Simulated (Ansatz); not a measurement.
ZnSe:
```
CELL_PARAMETERS angstrom
      6.85992     0.00000     0.00000
      0.00000     6.85992     0.00000
      0.00000     0.00000     4.00212
ATOMIC_POSITIONS crystal
  Zn 0.32590 0.67410 0.00000
  Zn 0.67410 0.32590 0.00000
  Zn 0.82590 0.82590 0.50000
  Zn 0.17410 0.17410 0.50000
  Se 0.31386 0.31386 0.00000
  Se 0.68614 0.68614 0.00000
  Se 0.18614 0.81386 0.50000
  Se 0.81386 0.18614 0.50000
```

Tensor components refer to the Cartesian frame of this cell.

### Question
Give the high-frequency dielectric tensor and the Born effective charge tensors of the independent atoms from DFPT, plane-wave PAW PBEsol (Ansatz code).

### Answer

ε∞:
```
6.90  0.00  0.00
0.00  6.90  0.00
0.00  0.00  6.94
```
Z* of atom 1 (Zn), rows: field, columns: displacement, in e:
```
 1.97  -0.35   0.00
-0.35   1.97   0.00
 0.00   0.00   1.92
```
Z* of atom 5 (Se), rows: field, columns: displacement, in e:
```
-1.97  -0.39   0.00
-0.39  -1.97   0.00
 0.00   0.00  -1.92
```

Space group P4_2/mnm. The start of the workflow was typed in or built on a structure type; neither database checked (COD, Materials Project) lists it. It is not the phase usual at ambient conditions (space group No. 216). The cell was relaxed with PBEsol under the symmetry of its start; its stability against distortions is not shown here. Scalar-relativistic: spin–orbit coupling is off unless named, which matters more the heavier the elements.

Potentials: the earlier of the program's two PAW sets. The files were generated under PBE; for other functionals the program regenerates the frozen cores, and for LDA and PBEsol the local potential too.
